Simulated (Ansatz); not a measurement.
GeMo:
```xyz
2
Lattice="0.0000 2.5561 2.5561 2.5561 0.0000 2.5561 2.5561 2.5561 0.0000" Properties=species:S:1:pos:R:3 pbc="T T T"
Ge     0.0000     0.0000     0.0000
Mo     2.5561     2.5561     2.5561
```

Relaxed with r²SCAN. Special points in fractions of this cell's reciprocal vectors: Γ (0.000, 0.000, 0.000); X (0.500, 0.000, 0.500); U (0.625, 0.250, 0.625); K (0.375, 0.375, 0.750); L (0.500, 0.500, 0.500); W (0.500, 0.250, 0.750).

### Question
List the band energies nearest the Fermi level at these points for the program Ansatz at the r²SCAN level (PAW).

### Answer
In eV from the Fermi level; about four levels below and three above (degenerate sets whole), none deeper than 8.9 eV; points with the same levels are listed once.

```csv
k,below,above
Γ,-1.63 -1.63 -1.63 -1.09 -1.09,2.76 2.76 2.76
X,-3.27 -0.19 -0.16 -0.16,0.92 0.92 2.91
U,-4.39 -4.07 -2.68 -0.36,0.54 1.61 2.68
L,-8.85 -6.53 -3.85 -3.85,0.30 0.30 1.65
W,-3.97 -3.97 -3.68,0.92 1.03 1.03
```

Space group Fm-3m (rock salt). The cell is a constructed one: a structure type filled with these elements; neither database checked (COD, Materials Project) lists it. Its standing as an ambient phase is unchecked. The cell was relaxed with r²SCAN under the symmetry of its start. At this level the phase is mechanically unstable. The run is not spin-polarised. Scalar-relativistic: spin–orbit coupling is off unless named, which matters more the heavier the elements.

Potentials: the later of the program's two PAW sets.
